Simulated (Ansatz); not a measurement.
## Strain response of Al

All numbers below come from DFT PBEsol+D3(BJ), scalar-relativistic, plane waves, PAW (Ansatz 0.2.0). (420 eV cutoff, 24×24×6 k-mesh, Gaussian smearing of 0.10 eV, no spin polarisation)

Reference structure (relaxed):

```xyz
4
Lattice="2.8011 0.0000 0.0000 -1.4006 2.4258 0.0000 0.0000 0.0000 9.1928" Properties=species:S:1:pos:R:3 pbc="T T T"
Al    0.0000    0.0000    0.0000
Al    0.0000    1.6172    2.2982
Al    0.0000    0.0000    4.5964
Al    1.4006    0.8086    6.8946
```

Deformation: shear that moves c along a by the strain times its height over the a-b plane, the cell held and the atoms relaxed, all within the symmetry that the strain leaves. Energies are extrapolated to zero smearing. Stress is positive in compression, on the Cartesian axes of the cell above. On this cell's mesh the reference holds a stress of up to 0.17 GPa.

```csv
strain (%),ΔE (meV/atom),a (Å),b (Å),c (Å),σxx (GPa),σyy (GPa),σzz (GPa),σyz (GPa),σxz (GPa),σxy (GPa)
+0.0,0.0,2.801,2.801,9.193,-0.17,-0.17,0.15,0.00,0.00,0.00
+1.0,0.1,2.801,2.801,9.193,-0.20,-0.16,0.19,0.00,-0.31,0.00
+2.0,0.6,2.801,2.801,9.195,-0.25,-0.12,0.25,0.00,-0.70,0.00
+3.0,1.4,2.801,2.801,9.197,-0.22,-0.12,0.33,0.00,-1.06,0.00
+4.0,2.6,2.801,2.801,9.200,-0.16,-0.14,0.44,0.00,-1.41,0.00
+6.0,6.0,2.801,2.801,9.209,0.00,-0.12,0.63,0.00,-1.99,0.00
```

This form isn't the element's structure at ambient conditions.